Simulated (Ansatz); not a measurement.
GeSbTe3: iterations to self-consistency

Method: Ansatz, DFT PBEsol, scalar-relativistic, plane waves, PAW.

```
Ge Sb Te
1.0
     2.10348    1.21444    9.87146
    -2.10348    1.21444    9.87146
     0.00000   -2.42889    9.87146
Ge Sb Te
1 1 3
Direct
  0.59782 0.59782 0.59782
  0.39770 0.39770 0.39770
  0.99836 0.99836 0.99836
  0.79258 0.79258 0.79258
  0.21354 0.21354 0.21354
```

| Quantity | Value |
| --- | --- |
| plane-wave cutoff | 420 eV |
| Γ-centred k-mesh | 12×12×12 |
| occupation rule | Gaussian smearing, 0.1 eV |
| spin treatment | unpolarised |

Each run starts from superposed atomic densities and uses Broyden mixing with its automatic preconditioner, at most 120 iterations and the default threshold on the density residual; only the length of the Broyden history differs.

Task: Order these values of the length of the Broyden history from fewest iterations to most.
A. 2
B. 5
C. 1
D. 16

Result: D (10 iterations), B (11 iterations), A (12 iterations), C (13 iterations).

```tsv
length of the Broyden history	iterations	converged	density residual (eV) at iterations 1, 3, 5
1	13	yes	0.57 0.01 0.00047
2	12	yes	0.57 0.01 0.00044
5	11	yes	0.57 0.01 0.00047
16	10	yes	0.57 0.01 0.00047
```

Cost: 4 runs of about 4.9 core-minutes in all, on Oxide Virtual Turin-like Processor (Zen 5) (shared hosts).